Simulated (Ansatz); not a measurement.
Crystals of one structure type (rock salt) and one family of elements, relaxed and computed with r²SCAN (plane waves, PAW; program Ansatz).

```json
[
 {"crystal": "MgO", "V (Å³/atom)": "9.29", "gap (eV)": "5.68"},
 {"crystal": "CaO", "V (Å³/atom)": "13.78", "gap (eV)": "?"},
 {"crystal": "SrO", "V (Å³/atom)": "17.17", "gap (eV)": "3.80"},
 {"crystal": "MgS", "V (Å³/atom)": "17.61", "gap (eV)": "3.46"},
 {"crystal": "CaSe", "V (Å³/atom)": "26.13", "gap (eV)": "2.52"},
 {"crystal": "BaS", "V (Å³/atom)": "33.16", "gap (eV)": "2.58"},
 {"crystal": "BaTe", "V (Å³/atom)": "44.05", "gap (eV)": "2.00"}
]
```

**Question.** Fit a straight line to E_g against V and predict the withheld value.

**Answer.** Least squares on the 6 shown rows: E_g = -0.093 × V + (5.625), with a scatter of 0.56. For CaO this gives 4.34. The run itself gave 4.20, within the scatter.

All cells were relaxed under the symmetry of their starts (and spin orders); stability against distortions was not tested throughout. Scalar-relativistic: spin–orbit coupling is off unless named, which matters more the heavier the elements.

Potentials: the later of the program's two PAW sets.
